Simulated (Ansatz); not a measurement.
BaCd$_{2}$:
```yaml
crystal:
  lattice:
    - [-2.64231, 4.22579, 4.27769]
    - [2.64231, -4.22579, 4.27769]
    - [2.64231, 4.22579, -4.27769]
  atoms:
    - { symbol: Ba, position: [0.69873, 0.44873, 0.25000] }
    - { symbol: Ba, position: [0.30127, 0.55127, 0.75000] }
    - { symbol: Cd, position: [0.72976, 0.16343, 0.56633] }
    - { symbol: Cd, position: [0.27024, 0.83657, 0.43367] }
    - { symbol: Cd, position: [0.09711, 0.16343, 0.93367] }
    - { symbol: Cd, position: [0.90289, 0.83657, 0.06633] }
```

Relaxed with r²SCAN. Special points in fractions of this cell's reciprocal vectors: Γ (0.000, 0.000, 0.000); X (0.500, 0.500, -0.500); F2 (0.345, 0.655, -0.345); Σ0 (-0.345, 0.345, 0.345); Y0 (0.494, -0.494, 0.494); U0 (0.506, 0.494, -0.494); R (0.000, 0.500, 0.000); W (0.250, 0.250, 0.250); S (0.500, 0.000, 0.000); T (0.000, 0.000, 0.500).

**Question.** List the band energies nearest the Fermi level at these points for the program Ansatz at the r²SCAN level (PAW).

**Answer.** In eV from the Fermi level; about four levels below and three above (degenerate sets whole), none deeper than 8.9 eV; points with the same levels are listed once.

| k | below | above |
|---|---|---|
| Γ | -1.11 -0.61 -0.55 -0.39 | 0.32 1.10 1.69 |
| X | -4.37 -3.99 -1.84 -0.21 | 0.34 1.70 1.72 |
| F2 | -4.07 -1.75 -1.04 -1.03 | 0.63 0.79 2.03 |
| Y0 | -4.36 -3.99 -1.84 -0.21 | 0.34 1.70 1.72 |
| R | -1.88 -0.67 -0.51 -0.01 | 0.47 1.06 1.94 |
| W | -3.12 -3.12 -0.11 -0.11 | 0.25 0.25 1.54 1.54 |
| S | -1.69 -1.68 -0.46 -0.45 | 0.61 0.77 1.10 |
| T | -2.72 -2.72 -0.69 -0.69 | 0.26 0.26 1.31 1.31 |

Space group Imma. The workflow started from a Materials Project entry (that database holds measured and hypothetical structures alike); the Crystallography Open Database copy checked does not list it. Whether it is the stable phase at ambient conditions was not checked. The cell was relaxed with r²SCAN under the symmetry of its start; whether a distortion lowers the energy is not shown. Spin–orbit coupling is left out wherever it is not named.

Potentials: the later of the program's two PAW sets.
